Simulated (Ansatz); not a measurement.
CdS:
Space group P6₃mc (No. 186); a = b = 4.1925 Å, c = 20.5168 Å, α = β = 90.00°, γ = 120.00°

```tsv
atom	site	symmetry	x	y	z
Cd	2a	3m.	0.0000	0.0000	0.4998
Cd	2b	3m.	0.3333	0.6667	0.3333
Cd	2b	3m.	0.6667	0.3333	0.1666
S	2a	3m.	0.0000	0.0000	0.3746
S	2b	3m.	0.3333	0.6667	0.2081
S	2b	3m.	0.6667	0.3333	0.0414
```

Relaxed with PBE.

Tabulate the valence density and the electron localisation function along the shortest Cd–S contact (2.56 Å), DFT-PBE in the program Ansatz with PAW potentials.



```tsv
distance from Cd (Å)	density (e/Å³)	ELF
0.26	20.16	0.82
0.38	14.31	0.70
0.51	8.82	0.58
0.64	4.71	0.48
0.77	2.23	0.37
0.90	1.03	0.25
1.03	0.56	0.17
1.15	0.41	0.17
1.28	0.39	0.32
1.41	0.46	0.61
1.54	0.59	0.81
1.67	0.78	0.88
1.80	1.00	0.89
1.92	1.16	0.85
2.05	1.16	0.72
2.18	0.93	0.41
2.31	0.52	0.09
```

The density is the valence pseudo-density with augmentation charge, so density and ELF within about 1 Å of a nucleus are not all-electron values.

Space group P6_3mc. The cell is a constructed one: a structure type filled with these elements. Its sites differ from those of the usual phase in this space group: another stacking or structure type. The cell was relaxed with PBE under the symmetry of its start; its stability against distortions is not shown here.

Potentials: the later of the program's two PAW sets.
